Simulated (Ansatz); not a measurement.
A relaxation computed with Ansatz, from input to last step.

```yaml
crystal:
  lattice:
    - [5.0032116442, 0.0, 0.0]
    - [0.0, 5.0032116442, 0.0]
    - [0.0, 0.0, 4.9517856116]
  atoms:
    - { symbol: Ba, position: [0.0, 0.5, 0.5] }
    - { symbol: Ba, position: [0.5, 0.0, 0.5] }
    - { symbol: Ba, position: [0.5, 0.5, 0.0] }
    - { symbol: Ta, position: [0.0, 0.0, 0.0] }
basis:
  ecutwfc: 420
kpoints:
  mp_grid: { grid: [4, 4, 4] }
hamiltonian:
  xc: pbe
scf:
  occupations: { method: gaussian, width: 0.1 }
  lower_state_search: "off"
output:
  forces: true
  stress: true
  eigenvalues: true
relax:
  adjacent_minimum: "off"
  f_tol: 0.04
  max_steps: 70
  cell: { stress_tol: 0.4 }
```

```bash
ansatz run input.yaml --threads 1 --pin off --max-ram 2560MiB --backend cpu --events-out ev --progress --plain --runs-dir out
```

Computed with Ansatz 0.2.0, DFT PBE, scalar-relativistic, plane waves, PAW.

Of 5 frames 5 are shown, positions in Å and forces in eV/Å; the SCF threshold varies from step to step. Steps run on the plane waves of an earlier cell, with a Pulay correction in the pressure. The basis is chosen afresh for the last frame, the zero of the energies, and at times for earlier ones too; energy and pressure step there, also at an unchanged geometry.

```xyz
4
Lattice="5.0032 0.0000 0.0000 0.0000 5.0032 0.0000 0.0000 0.0000 4.9518" Properties=species:S:1:pos:R:3:forces:R:3 pbc="T T T" step=1 free_energy_over_end_meV_per_atom=127.01 pressure_GPa=5.89
Ba    0.0000    2.5016    2.4759    0.0000    0.0000    0.0000
Ba    2.5016    0.0000    2.4759    0.0000    0.0000    0.0000
Ba    2.5016    2.5016    0.0000    0.0000    0.0000    0.0000
Ta    0.0000    0.0000    0.0000    0.0000    0.0000    0.0000
4
Lattice="5.2429 0.0000 0.0000 0.0000 5.2429 0.0000 0.0000 0.0000 5.1932" Properties=species:S:1:pos:R:3:forces:R:3 pbc="T T T" step=2 free_energy_over_end_meV_per_atom=20.10 pressure_GPa=1.78
Ba    0.0000    2.6214    2.5966    0.0000    0.0000    0.0000
Ba    2.6214    0.0000    2.5966    0.0000    0.0000    0.0000
Ba    2.6214    2.6214    0.0000    0.0000    0.0000    0.0000
Ta    0.0000    0.0000    0.0000    0.0000    0.0000    0.0000
4
Lattice="5.3612 0.0000 0.0000 0.0000 5.3612 0.0000 0.0000 0.0000 5.3160" Properties=species:S:1:pos:R:3:forces:R:3 pbc="T T T" step=3 free_energy_over_end_meV_per_atom=2.64 pressure_GPa=0.50
Ba    0.0000    2.6806    2.6580    0.0000    0.0000    0.0000
Ba    2.6806    0.0000    2.6580    0.0000    0.0000    0.0000
Ba    2.6806    2.6806    0.0000    0.0000    0.0000    0.0000
Ta    0.0000    0.0000    0.0000    0.0000    0.0000    0.0000
4
Lattice="5.4061 0.0000 0.0000 0.0000 5.4061 0.0000 0.0000 0.0000 5.3766" Properties=species:S:1:pos:R:3:forces:R:3 pbc="T T T" step=4 free_energy_over_end_meV_per_atom=0.97 pressure_GPa=0.00
Ba    0.0000    2.7030    2.6883    0.0000    0.0000    0.0000
Ba    2.7030    0.0000    2.6883    0.0000    0.0000    0.0000
Ba    2.7030    2.7030    0.0000    0.0000    0.0000    0.0000
Ta    0.0000    0.0000    0.0000    0.0000    0.0000    0.0000
4
Lattice="5.4061 0.0000 0.0000 0.0000 5.4061 0.0000 0.0000 0.0000 5.3766" Properties=species:S:1:pos:R:3:forces:R:3 pbc="T T T" step=5 free_energy_over_end_meV_per_atom=0.00 pressure_GPa=0.02
Ba    0.0000    2.7030    2.6883    0.0000    0.0000    0.0000
Ba    2.7030    0.0000    2.6883    0.0000    0.0000    0.0000
Ba    2.7030    2.7030    0.0000    0.0000    0.0000    0.0000
Ta    0.0000    0.0000    0.0000    0.0000    0.0000    0.0000
```

The start puts this composition into another compound's structure type, which needn't suit it. At the end the space group is Pm-3m (tolerance 0.05 Å).

It took 13 s on 1 thread of Intel(R) Xeon(R) 6975P-C (Granite Rapids), with other jobs on the host, peak memory 0.48 GiB.

The k mesh is coarse. Spin–orbit coupling is left out, which can shift energies with elements as heavy as these.